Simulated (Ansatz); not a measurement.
Data:

Ba2Hg:
```yaml
crystal:
  lattice:
    - [-2.11040, 2.11040, 7.69708]
    - [2.11040, -2.11040, 7.69708]
    - [2.11040, 2.11040, -7.69708]
  atoms:
    - { symbol: Ba, position: [0.37338, 0.37338, 0.00000] }
    - { symbol: Ba, position: [0.62662, 0.62662, 0.00000] }
    - { symbol: Hg, position: [0.00000, 0.00000, 0.00000] }
```

This is the r²SCAN-relaxed structure.

Question: All from r²SCAN in the plane-wave PAW code Ansatz, unless another level is named. Give the formation energy from the elements (no fitted shifts).

Answer: -0.43 eV/atom.

Question: And the density of states at the Fermi level?

Answer: 1.0 states/eV per atom (mean over ±0.08 eV).

Space group I4/mmm (MoSi2 or CaC2 type). The first step of the workflow began from a Materials Project structure, measured or hypothetical; the Crystallography Open Database files this formula in space group No. 139, but the cells were not matched. Whether it is the stable phase at ambient conditions was not checked. The cell was relaxed with r²SCAN under the symmetry of its start; its stability against distortions is not shown here. The references are the lowest solids computed at this level, not always the standard phases. Scalar-relativistic: spin–orbit coupling is off unless named, which matters more the heavier the elements.

Potentials: the later of the program's two PAW sets.
